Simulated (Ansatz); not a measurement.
GaN:
```yaml
crystal:
  lattice:
    - [3.21712, 0.00000, 0.00000]
    - [-1.60856, 2.78610, 0.00000]
    - [0.00000, 0.00000, 10.49533]
  atoms:
    - { symbol: Ga, position: [0.00000, 0.00000, 0.00051] }
    - { symbol: Ga, position: [0.00000, 0.00000, 0.50051] }
    - { symbol: Ga, position: [0.66667, 0.33333, 0.75022] }
    - { symbol: Ga, position: [0.33333, 0.66667, 0.25022] }
    - { symbol: N, position: [0.00000, 0.00000, 0.81252] }
    - { symbol: N, position: [0.00000, 0.00000, 0.31252] }
    - { symbol: N, position: [0.66667, 0.33333, 0.56238] }
    - { symbol: N, position: [0.33333, 0.66667, 0.06238] }
```

Plane-wave PAW PBE (Ansatz code) gives a gap of 1.62 eV without spin–orbit coupling, maximum at Γ, minimum at Γ.

What happens when spin–orbit coupling is switched on?

The gap stays essentially unchanged, to 1.62 eV; maximum at Γ, minimum at Γ.

Give the electron effective mass with spin–orbit coupling.

0.15 mₑ (isotropic).

Give the hole effective mass with spin–orbit coupling.

2.1 along z (mₑ).

Space group P6_3mc. A made-up cell: these elements were put on the sites of a structure type. Its sites differ from those of the usual phase in this space group: another stacking or structure type. Symmetry was held in the PBE relaxation; phonons on a q-mesh show no instability.

Potentials: the later of the program's two PAW sets.
